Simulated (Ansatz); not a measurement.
According to the program Ansatz at the PBEsol level (PAW), CaO in the zinc blende structure (F-43m) relaxes to a = 5.179 Å. Ca has 4 nearest neighbours from 2.24 Å (tetrahedral); O has 4 nearest neighbours from 2.24 Å (tetrahedral). Its formation energy from the elements is -2.79 eV/atom, with no fitted shifts.

The Kohn–Sham gap is 3.27 eV (indirect). The valence maximum lies at W and the conduction minimum at Γ. The screened hybrid HSE06 puts the gap at 4.81 eV. Electrons at the band edge weigh 0.42 mₑ (isotropic).

The bulk modulus is 81.8 GPa. The relaxed-ion elastic constants in GPa are C11 = 92.1, C12 = 76.7, C44 = 37.1. The elastic constants imply a Debye temperature near 355 K. Perturbation theory gives ε∞ = 3.34. Letting the ions move raises it to ε0 = 7.07. Born charges are Ca +2.09, O -2.09 e. The phonon dispersion is stable (no imaginary branch). Without the LO–TO term the highest mode at Γ lies at 381 cm^-1.

The start of the workflow was typed in or built on a structure type; neither database checked (COD, Materials Project) lists it. It is not the phase usual at ambient conditions (space group No. 225). The cell was relaxed with PBEsol under the symmetry of its start. The references are the lowest solids computed at this level, not always the standard phases (solids in place of the gases).

Potentials: the earlier of the program's two PAW sets. The files were generated under PBE; for other functionals the program regenerates the frozen cores, and for LDA and PBEsol the local potential too.
